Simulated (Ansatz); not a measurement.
One crystal and one scan (energy against volume) at two levels, r2SCAN (plane waves to 500 eV, PAW, scalar-relativistic; Ansatz, a first-principles code) and PBE (plane waves to 420 eV, PAW, scalar-relativistic; Ansatz), each from its own relaxed cell and on its own mesh. The cell shown is that of r2SCAN.

KBr (rock salt)

```
KBr
1.0
    0.00000     3.30442     3.30442
    3.30442     0.00000     3.30442
    3.30442     3.30442     0.00000
K Br
1 1
Direct
  0.00000   0.00000   0.00000
  0.50000   0.50000   0.50000
```

The volume is varied about the relaxed value V₀ at fixed cell shape. Symmetry pins the atoms to their sites.

E stands for the smeared free energy. KBr was relaxed with its symmetry unable to fall. Percentages come from the unrounded values.

Results of r2SCAN:

- Lattice constant a (Å): 6.609
- Band gap of the relaxed cell, no spin-orbit coupling (eV): 5.07
- Bulk modulus B₀ (third-order Birch-Murnaghan fit) (GPa): 15.9

Estimate the PBE values.


```json
[
 {"quantity": "Lattice constant a (Å)", "PBE": "6.705", "r2SCAN − PBE": "-0.096 (-1.4 %)"},
 {"quantity": "Band gap of the relaxed cell, no spin-orbit coupling (eV)", "PBE": "4.31", "r2SCAN − PBE": "+0.76 (+17 %)"},
 {"quantity": "Bulk modulus B₀ (third-order Birch-Murnaghan fit) (GPa)", "PBE": "13.5", "r2SCAN − PBE": "+2.4 (+18 %)"}
]
```

r2SCAN gives the higher value for: band gap of the relaxed cell, no spin-orbit coupling; bulk modulus B₀. r2SCAN gives the lower value for: lattice constant a. For the lattice constant a the reference is 6.541 Å (measured at or taken to low temperature; as given in Klaus Doll, Hermann Stoll, Physical review. B, Condensed matter (1998), arXiv:cond-mat/9801031): r2SCAN lies nearer.  Neither level is exact: the differences show how much the result hangs on the functional.

(Under strain, the slope of the energy per volume gives the stress and its curvature an elastic modulus.)
